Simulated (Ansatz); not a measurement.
A geometry of Br away from equilibrium: step 2 of the relaxation of a relaxed Br cell, doubled along one cell vector, shaken by Gaussian noise of σ = 0.08 Å a coordinate. Calculation: r2SCAN (plane waves to 500 eV, PAW, scalar-relativistic; Ansatz, an electronic-structure program). Γ-centred k-mesh 3×6×6 on the run's cell (coarser than for final values), Fermi–Dirac smearing 0.05 eV.

```
Br
1.0
    9.80916    -0.07862     0.00303
   -2.48634     4.24450     0.00024
    0.00132     0.00101     4.24927
Br
6
Direct
  0.98511   0.98948   0.00035
  0.51146   0.00783   0.98471
  0.15402   0.70111   0.50829
  0.66388   0.66253   0.48568
  0.34683   0.32881   0.49832
  0.84105   0.33054   0.47082
```

### Question
Which atoms carry the largest force, and which way does it point?

### Answer
0.68 eV/Å, on Br6 (atoms numbered as listed); on Br6 its components are (0.67, -0.10, 0.01).

### Question
What is the pressure?

### Answer
0.0 GPa, compression positive.

No spin polarisation in the result.

The end of the path is a generated cell of Br: the first start was made by placing the elements on the sites of a structure type, and the end was not matched to a known phase here, so it may be hypothetical. Known forms of Br include space group No. 64.
